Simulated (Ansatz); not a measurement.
## Rb₃ScCl₆, first-principles data

Rb$_{3}$ScCl$_{6}$:
```
Rb3ScCl6
1.0
    0.00000     5.53647     5.53647
    5.53647     0.00000     5.53647
    5.53647     5.53647     0.00000
Rb Sc Cl
3 1 6
Direct
  0.75000   0.75000   0.75000
  0.25000   0.25000   0.25000
  0.50000   0.50000   0.50000
  0.00000   0.00000   0.00000
  0.77598   0.22402   0.22402
  0.22402   0.77598   0.77598
  0.22402   0.77598   0.22402
  0.77598   0.22402   0.77598
  0.22402   0.22402   0.77598
  0.77598   0.77598   0.22402
```

Space group Fm-3m (No. 225); conventional cell a = b = c = 11.073 Å, α = β = γ = 90.00°.

Method: plane-wave PAW r²SCAN (Ansatz code). The cell and atoms are relaxed at this level. Other levels are named where they apply.

### Cell and energy

- Volume per atom: 33.94 Å³
- Density: 2.51 g/cm³
- Formation energy from the elements (no fitted shifts): -219 kJ/mol of atoms

### Electronic structure

Band gap: 4.59 eV (smallest direct gap 4.60 eV)
Valence-band maximum: at Γ
Conduction-band minimum: at X (3 equivalent valleys)
Hole effective mass, band 1 of 3 at the edge: 4.9 along [110], 3.7 along [111] (mₑ)
Hole effective mass, band 2 of 3 at the edge: 1.8 along [100], 2.7 along [110], 2.3 along [111] (mₑ)
Hole effective mass, band 3 of 3 at the edge: 1.8 along [100], 1.8 along [110], 2.3 along [111] (mₑ)
Hole effective mass with spin–orbit coupling, band 1 of 2 at the edge: 5.0 along [100], 3.6 along [110], 3.1 along [111] (mₑ)
Hole effective mass with spin–orbit coupling, band 2 of 2 at the edge: 1.8 along [100], 2.1 along [110], 2.4 along [111] (mₑ)
HSE06 gap on the r²SCAN cell: 5.73 eV
Gap with spin–orbit coupling: 4.57 eV

### Mechanics

Bulk modulus (Birch–Murnaghan fit): 18.8 GPa
Pressure derivative B′: 5.6

### Charges

Bader charges: Rb +0.85 to +0.92, Sc +2.03, Cl -0.79 e

The workflow started from a Materials Project entry (that database holds measured and hypothetical structures alike); the Crystallography Open Database files this formula in space group No. 225, but the cells were not matched. Its standing as an ambient phase is unchecked. The r²SCAN relaxation kept the symmetry of its start; its stability against distortions is not shown here. The run is not spin-polarised. The references are the lowest solids computed at this level, not always the standard phases (solids in place of the gases). Scalar-relativistic: spin–orbit coupling is off unless named, which matters more the heavier the elements.

Potentials: the later of the program's two PAW sets.
